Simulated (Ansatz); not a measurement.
YbMn2As2: As vacancy

Computed with the plane-wave PAW code Ansatz (scalar-relativistic, PAW set soft_2): PBEsol, collinear spin, 420 eV cutoff, k-mesh 3×3×3.

The relaxed host crystal (no gap at this level of theory):

```cif
data_structure
_symmetry_space_group_name_H-M 'P 1'
_symmetry_Int_Tables_number 1
_cell_length_a 3.8741
_cell_length_b 3.8741
_cell_length_c 6.6823
_cell_angle_alpha 90.000
_cell_angle_beta 90.000
_cell_angle_gamma 120.000
_cell_volume 86.86
loop_
_atom_site_label
_atom_site_type_symbol
_atom_site_fract_x
_atom_site_fract_y
_atom_site_fract_z
_atom_site_occupancy
Yb1 Yb 0.00000 0.00000 0.00000 1
Mn1 Mn 0.33333 0.66667 0.61661 1
Mn2 Mn 0.66667 0.33333 0.38339 1
As1 As 0.33333 0.66667 0.26252 1
As2 As 0.66667 0.33333 0.73748 1
```

Supercell of 20 atoms, rows of the matrix [[0,0,-1],[2,2,0],[0,-2,0]] times the cell vectors; As vacancy at (0.333, 0.667, 0.263) in fractions of the cell above. Atoms are relaxed at the host's cell. The cell loses 1 of its 8 As, so this is a heavily defective crystal.

Distances from the empty As site (Å), by shell of the perfect crystal:

```csv
shell,perfect crystal,"relaxed, charge 0"
4 Mn,2.38,2.18 (2.11 to 2.38)
3 Yb,2.84,2.81
```

```json
{"charge": "0", "moment of the cell (μB)": "19.87", "gap of the cell on the mesh (eV)": "0.00"}
```

At charge 0 the unpaired electrons sit on atoms with moments (μB): 8 Mn of 2.02 to 2.89.

Formation energy of the neutral defect: 3.82 eV, taking atoms from and to the elements' standard states (no corrections for gases), so it belongs to those chemical potentials alone.

Caveats: 4f shell without a U, which puts 4f levels too near the Fermi level; open f or d shells may hold a state above the lowest; small supercell, so energies and levels can be off by tenths of an eV; the atoms kept the symmetry of the start, so a distorted state could lie lower.
